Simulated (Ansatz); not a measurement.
All numbers below come from DFT PBE, scalar-relativistic, plane waves, PAW in Ansatz 0.2.0. Cutoff 420 eV, Γ-centred meshes of about 0.25 Å⁻¹ or finer for metals and 0.3 Å⁻¹ for insulators (2π included), Gaussian smearing. No spin polarisation.

All energies are static (0 K, no zero-point motion).

Two forms of BaCd3Se4 were relaxed alike.

A.

```cif
data_structure
_symmetry_space_group_name_H-M 'P-4m2'
_symmetry_Int_Tables_number 115
_cell_length_a 4.5551
_cell_length_b 4.5551
_cell_length_c 13.0123
_cell_angle_alpha 90.000
_cell_angle_beta 90.000
_cell_angle_gamma 90.000
_cell_volume 269.99
loop_
_atom_site_label
_atom_site_type_symbol
_atom_site_symmetry_multiplicity
_atom_site_Wyckoff_symbol
_atom_site_fract_x
_atom_site_fract_y
_atom_site_fract_z
_atom_site_occupancy
Ba1 Ba 1 a 0.00000 0.00000 0.00000 1
Cd1 Cd 2 f 0.50000 0.50000 0.72406 1
Cd2 Cd 1 d 0.00000 0.00000 0.50000 1
Se1 Se 2 g 0.00000 0.50000 0.61191 1
Se2 Se 2 g 0.00000 0.50000 0.16256 1
```

B.

```cif
data_structure
_symmetry_space_group_name_H-M 'I-42m'
_symmetry_Int_Tables_number 121
_cell_length_a 7.2489
_cell_length_b 7.2489
_cell_length_c 8.3090
_cell_angle_alpha 90.000
_cell_angle_beta 90.000
_cell_angle_gamma 90.000
_cell_volume 436.61
loop_
_atom_site_label
_atom_site_type_symbol
_atom_site_symmetry_multiplicity
_atom_site_Wyckoff_symbol
_atom_site_fract_x
_atom_site_fract_y
_atom_site_fract_z
_atom_site_occupancy
Ba1 Ba 2 a 0.00000 0.00000 0.00000 1
Cd1 Cd 4 c 0.00000 0.50000 0.00000 1
Cd2 Cd 2 b 0.00000 0.00000 0.50000 1
Se1 Se 8 i 0.22271 0.22271 0.33961 1
```

Task: Which form is favoured at zero pressure, and by what margin per atom?

Result: A is lower, by 72 meV/atom. A has Ba and Cd ordered on zinc blende sites, space group P-4m2 (No. 115), 33.7 Å³/atom and a gap of 0.83 eV on its mesh; B has space group I-42m (No. 121), 27.3 Å³/atom and a gap of 0.10 eV. Counting Se atoms around Ba and Cd (those within 1.25 times the shortest such distance or 1.15 times the sum of covalent radii, 1.27 where that leaves under three; a plus sign parts nearer from farther groups), A has Ba 4, Cd 4 and B has Ba 4+4, Cd 4. The lower one is the more open, so pressure narrows the difference. Both come from trial cells of a structure search, whose lowest cell (Amm2, 31.4 Å³/atom) lies 53 meV/atom below the lower of the two.

Kohn–Sham gaps at this level usually fall short of measured ones. Small gaps are read on the mesh alone, and bands can cross between its points. With atoms moved at random, A (by 53 meV/atom) fell into a lower structure. B had no clear such test and can be a saddle point. Some structure types and database cells were kept out of the candidates from the start, so a known form may be missing.
